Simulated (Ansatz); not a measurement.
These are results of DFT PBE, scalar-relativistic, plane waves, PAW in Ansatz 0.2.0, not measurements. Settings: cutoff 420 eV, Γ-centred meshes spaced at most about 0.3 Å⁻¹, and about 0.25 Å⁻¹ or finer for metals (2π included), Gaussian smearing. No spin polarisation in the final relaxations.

All energies are static (0 K, no zero-point motion).

Two relaxed structures of Sn₂Bi₂S:

A.

```cif
data_structure
_symmetry_space_group_name_H-M 'P4/mmm'
_symmetry_Int_Tables_number 123
_cell_length_a 5.4378
_cell_length_b 5.4378
_cell_length_c 8.4155
_cell_angle_alpha 90.000
_cell_angle_beta 90.000
_cell_angle_gamma 90.000
_cell_volume 248.84
loop_
_atom_site_label
_atom_site_type_symbol
_atom_site_symmetry_multiplicity
_atom_site_Wyckoff_symbol
_atom_site_fract_x
_atom_site_fract_y
_atom_site_fract_z
_atom_site_occupancy
Sn1 Sn 2 f 0.50000 0.00000 0.00000 1
Bi1 Bi 2 h 0.50000 0.50000 0.67138 1
S1 S 1 c 0.50000 0.50000 0.00000 1
```

B.

```cif
data_structure
_symmetry_space_group_name_H-M 'P6/mmm'
_symmetry_Int_Tables_number 191
_cell_length_a 5.2598
_cell_length_b 5.2598
_cell_length_c 8.5521
_cell_angle_alpha 90.000
_cell_angle_beta 90.000
_cell_angle_gamma 120.000
_cell_volume 204.90
loop_
_atom_site_label
_atom_site_type_symbol
_atom_site_symmetry_multiplicity
_atom_site_Wyckoff_symbol
_atom_site_fract_x
_atom_site_fract_y
_atom_site_fract_z
_atom_site_occupancy
Sn1 Sn 2 d 0.33333 0.66667 0.50000 1
Bi1 Bi 2 e 0.00000 0.00000 0.70260 1
S1 S 1 a 0.00000 0.00000 0.00000 1
```

**Question.** Which would you expect to be lower, and how large is the difference?

**Answer.** B is lower, by 0.38 eV/atom. A has space group P4/mmm (No. 123), 49.8 Å³/atom and no gap on its mesh; B has space group P6/mmm (No. 191), 41.0 Å³/atom and no gap. Counting Bi or Sn atoms around S (for each partner element, those within 1.25 times its shortest distance or 1.15 times the sum of covalent radii, where it is the nearest in units of that sum or under 1.3), A has S 6 and B has S 2. The denser one is the lower, and pressure would at first widen the difference. Even the lower one lies +0.26 eV/atom against the reference forms of the elements (uncorrected), so neither is stable at this level. In A, around Sn lie 2 S at 2.72 Å, 4 Sn at 3.85 Å and 4 Bi at 3.88 Å; around Bi lie 1 S at 2.77 Å and 1 Bi at 2.88 Å; S has 4 Sn at 2.72 Å and 2 Bi at 2.77 Å. In B, Sn has 3 Sn at 3.04 Å and 6 Bi at 3.50 Å; Bi is surrounded by 1 S at 2.54 Å, 1 Bi at 3.47 Å and 6 Sn at 3.50 Å; around S lie 2 Bi at 2.54 Å. Both come from invented guesses. A third cell relaxed alike, in P-3m1, lies 190 meV/atom below the lower of the two.

These runs have no spin–orbit coupling, which can matter for Bi. Cells relaxed within their symmetry can be saddle points.
